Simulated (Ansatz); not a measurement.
## Clamped-ion strain scan in ZrB

All numbers below come from DFT PBE, scalar-relativistic, plane waves, PAW in Ansatz. The runs took a 420 eV cutoff, a Γ-centred 18×18×18 mesh and Gaussian smearing (0.15 eV). No spin polarisation. Energies are free energies at this smearing, counted from the undisturbed cell; pressure is positive in compression.

The starting cell (as given, not relaxed at this level; it stands at 34.8 GPa, and it needn't be the usual structure):

```
Zr B
1.0
     0.00000    2.32500    2.32500
     2.32500    0.00000    2.32500
     2.32500    2.32500    0.00000
Zr B
1 1
Direct
  0.00000 0.00000 0.00000
  0.50000 0.50000 0.50000
```

The cell is strained by ε times the Voigt pattern (0, 0, 0, 0, 1, 0) (xx, yy, zz, yz, xz, xy; engineering shear) with fractional coordinates fixed. The cell is metallic on the mesh throughout. At 35 GPa the given cell is far from its own equilibrium, so these figures belong to a strongly strained crystal.

| ε | ΔE (meV/atom) | stress summed along the pattern (GPa, tension positive) | pressure (GPa) |
| --- | --- | --- | --- |
| -0.0600 | 10.8 | -3.52 | 35.0 |
| -0.0300 | 2.7 | -1.79 | 34.9 |
| 0.0000 | 0.0 | 0.00 | 34.8 |
| 0.0075 | ? | 0.44 | ? |
| 0.0150 | 0.7 | 0.88 | 34.8 |
| 0.0225 | 1.5 | 1.33 | 34.8 |
| 0.0375 | 4.2 | 2.24 | 34.9 |
| 0.0450 | ? | ? | 34.9 |
| 0.0525 | 8.3 | 3.12 | 35.0 |

By symmetry 0.0600 repeats -0.0600, -0.0450 repeats 0.0450, 0.0300 repeats -0.0300, -0.0150 repeats 0.0150 in energy, with the opposite slope along the path.

Question: Give the withheld values.

Answer: ΔE (meV/atom) at ε = 0.0075: 0.2; pressure (GPa) at ε = 0.0075: 34.8; ΔE (meV/atom) at ε = 0.0450: 6.1; stress summed along the pattern (GPa, tension positive) at ε = 0.0450: 2.69.